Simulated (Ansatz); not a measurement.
BiIrS:
```cif
data_Bi4Ir4S4
_chemical_formula_sum 'Bi4 Ir4 S4'
_space_group_name_H-M_alt 'P 1'
_space_group_IT_number 1
_cell_length_a 6.13326
_cell_length_b 6.13326
_cell_length_c 6.13326
_cell_angle_alpha 90.000
_cell_angle_beta 90.000
_cell_angle_gamma 90.000
loop_
_space_group_symop_operation_xyz
  'x, y, z'
loop_
_atom_site_label
_atom_site_type_symbol
_atom_site_fract_x
_atom_site_fract_y
_atom_site_fract_z
_atom_site_occupancy
Bi1 Bi 0.13043 0.63043 0.86957 1
Bi2 Bi 0.36957 0.36957 0.36957 1
Bi3 Bi 0.63043 0.86957 0.13043 1
Bi4 Bi 0.86957 0.13043 0.63043 1
Ir1 Ir 0.47441 0.97441 0.52559 1
Ir2 Ir 0.02559 0.02559 0.02559 1
Ir3 Ir 0.97441 0.52559 0.47441 1
Ir4 Ir 0.52559 0.47441 0.97441 1
S1 S 0.88227 0.38227 0.11773 1
S2 S 0.61773 0.61773 0.61773 1
S3 S 0.38227 0.11773 0.88227 1
S4 S 0.11773 0.88227 0.38227 1
```

Relaxed with PBEsol. Plane-wave PAW PBEsol (Ansatz code) gives a gap of 0.68 eV.

**Question.** What gap does HSE06 give on the same cell (Ansatz, PAW)?

**Answer.** 1.37 eV, 0.68 eV more. The hybrid was solved on a coarser mesh and at special points; its gap is the smallest among all of these.

```
k  v1 PBEsol  c1 PBEsol  v1 HSE06  c1 HSE06
-  ---------  ---------  --------  --------
Γ      -0.78       1.02       [?]       [?]
R      -0.98       0.70     -1.06      1.39
M      -0.29       1.42       [?]       [?]
X      -0.34       1.27       [?]       [?]
```

**Question.** Top valence (v1) and lowest conduction level (c1) in eV from each method's valence maximum (which need not be a listed point): supply the withheld HSE06 values.

**Answer.** 
- Γ, v1 HSE06: -0.74
- Γ, c1 HSE06: 1.60
- M, v1 HSE06: -0.39
- M, c1 HSE06: 2.10
- X, v1 HSE06: -0.46
- X, c1 HSE06: 1.89

Cost on shared cores: the PBEsol run (SCF on a 5×5×5 mesh, then bands and DOS) very roughly 10 core-minutes, the HSE06 run (SCF on 3×3×3, then a few points) roughly 10 core-minutes; the tasks are unlike.

Space group P2_13. The first step of the workflow began from a Materials Project structure, measured or hypothetical; the Crystallography Open Database copy checked does not list it. Whether it is the stable phase at ambient conditions was not checked. Symmetry was held in the PBEsol relaxation; whether a distortion lowers the energy is not shown. The run is not spin-polarised. Scalar-relativistic: spin–orbit coupling is off unless named, which matters more the heavier the elements.

Potentials: the later of the program's two PAW sets.
